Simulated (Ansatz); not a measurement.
Property card for SiC

SiC in space group P6_422 (No. 181; Si on 3c, C on 3d), a = b = 3.085 Å, c = 7.062 Å, α = β = 90.00°, γ = 120.00°.

Space group P6_422 (No. 181); conventional cell a = 3.085 Å, b = 3.085 Å, c = 7.062 Å, α = 90.00°, β = 90.00°, γ = 120.00°.

Method: PBE (plane waves, PAW; program Ansatz). Geometry: relaxed at this level of theory. Other levels are named where they apply.

Cell and energy:

```json
{
  "volume_per_atom": "9.70 Å³",
  "density": "3.43 g/cm³",
  "Formation energy from the elements (no fitted shifts)": "0.36 eV/atom"
}
```

Electronic structure:

```json
{
 "band_gap": "0.87 eV (indirect)",
 "valence_band_maximum": "at Γ",
 "conduction_band_minimum": "at M (3 equivalent valleys)",
 "smallest_direct_gap_on_the_standard_path": "3.00 eV",
 "electron_effective_mass": "0.17, 0.45, 0.77 mₑ (principal values)",
 "hole_effective_mass": "0.39, 0.39, 3.6 mₑ (principal values)"
}
```

Mechanics:

```json
{
  "Bulk modulus (Birch–Murnaghan fit)": "2190 kbar",
  "Pressure derivative B′": "4.0"
}
```

The start of the workflow was typed in or built on a structure type; neither database checked (COD, Materials Project) lists it. It is not the phase usual at ambient conditions (space group No. 186, 216). Symmetry was held in the PBE relaxation; its stability against distortions is not shown here. Its formation energy is positive at this level, so the cell may be metastable or incomplete. The references are the lowest solids computed at this level, not always the standard phases.

Potentials: the later of the program's two PAW sets.
